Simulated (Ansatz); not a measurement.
Relaxed-ion elastic tensor of GaAs in space group P4/mmm (No. 123; Ga on 1b, As on 1a) in GPa (Voigt order), LDA in the plane-wave PAW code Ansatz; density 6.42 g/cm³, 18.70 Å³ per atom.

```
 188  36.5  21.7   0.0   0.0   0.0
36.5   188  21.7   0.0   0.0   0.0
21.7  21.7   161   0.0   0.0   0.0
 0.0   0.0   0.0  19.6   0.0   0.0
 0.0   0.0   0.0   0.0  19.6   0.0
 0.0   0.0   0.0   0.0   0.0   7.4
```

Question: Is the crystal mechanically stable?

Answer: Yes: the smallest eigenvalue of C is 7.4 GPa.

Question: Work out the Voigt, Reuss and Hill averages.

Answer: K_V = 77.4, K_R = 76.6, K_H = 77.0; G_V = 39.8, G_R = 18.9, G_H = 29.3 GPa.

Question: Give Young's modulus, Poisson's ratio, Pugh's ratio and the universal anisotropy index.

Answer: E = 9KG/(3K + G) = 78.1 GPa; ν = 0.33; K/G = 2.62 (ductile by the Pugh limit of 1.75); A_U = 5G_V/G_R + K_V/K_R − 6 = 5.51.

Question: Estimate the sound speeds and the Debye temperature.

Answer: v_l = √((K + 4G/3)/ρ) = 4250 m/s, v_t = √(G/ρ) = 2140 m/s, mean 2400 m/s; Θ = (h/k)(3n/4πV)^(1/3) v_m = 269 K.

Question: Solve the Christoffel equation for the three sound speeds along x, y, z.

Answer: Eigenvalues of C_ijkl n_j n_l equal ρv². In km/s, slowest first: x 1.07, 1.75, 5.41; y 1.07, 1.75, 5.41; z 1.75, 1.75, 5.01.

Question: How much does each axis shrink under pressure?

Answer: Linear compressibilities β_i = Σ_j S_ij (j = 1 to 3): x 4.0, y 4.0, z 5.1 per TPa.

The first step of the workflow began from a Materials Project structure, measured or hypothetical; the Crystallography Open Database copy checked does not list it. It is not the phase usual at ambient conditions (space group No. 216). Symmetry was held in the LDA relaxation; of distortions, only those at the zone centre were tested. As this level gives no gap, shear constants depend on the k-mesh and smearing (Fermi–Dirac, 0.1 eV here). On the denser mesh and wider smearing of the elastic run this cell carries a stress of 1.5 GPa.

Potentials: the earlier of the program's two PAW sets.
